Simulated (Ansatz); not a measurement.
Zr (hcp, Mg type)

```
CELL_PARAMETERS angstrom
      3.24602     0.00000     0.00000
     -1.62301     2.81113     0.00000
      0.00000     0.00000     5.15071
ATOMIC_POSITIONS crystal
  Zr 0.33333 0.66667 0.75000
  Zr 0.66667 0.33333 0.25000
```

The slice is a (-1 1 0 2) plane (indices of the conventional cell) through the point (0.333, 0.667, 0.750) (fractional), spanned by u = [110] and v = [1 -1 1] in vectors of this cell: u (3.25 Å) and v (7.62 Å, at 90° to u). It covers one period; positions are fractions (u, v).

These are r2SCAN (plane waves to 500 eV, PAW, scalar-relativistic; Ansatz, an electronic-structure program) values and carry that method's errors. k mesh 16×16×9. Near the nuclei the fields are pseudised (PAW); where an atom keeps semicore shells as valence, they peak there. Zr is run without spin polarisation. Zr was relaxed with its symmetry unable to fall.

Q: Sketch the electrostatic potential energy of an electron, from the cell's mean on this plane as a map.

A: 
```
|xxxxxx00555500xxxx|
|xxxx003377773300xx|
|000033668888663300|
|666666666666666666|
|998877553333557788|
|999966331111336699|
|998866441111446688|
|666666554444556666|
|001144667777664411|
|xx0000558888550000|
|xxxx002277772200xx|
|xxxxxx11666611xxxx|
|xxxx002266662200xx|
|000011558888551100|
|334466889999886644|
|445577889999887755|
|000033778888773300|
|xxxx002266662200xx|
|xxxxxx00444400xxxx|
|xxxxxx00444400xxxx|
```
Scale: ten equal steps from 3.00 (start of '0') to 11.82 (end of '9'), in the order '0123456789'. Values: electrostatic potential energy of an electron, from the cell's mean, in eV. The map has 9 points along u (two characters each, u = 0 at the left) and 20 along v (v = 0 in the bottom row). Points within 1 Å of a nucleus are blanked (x), as the pseudised field means little there. Values under 3 eV are set to 3. The zero, the cell's mean, hangs on the PAW cores.
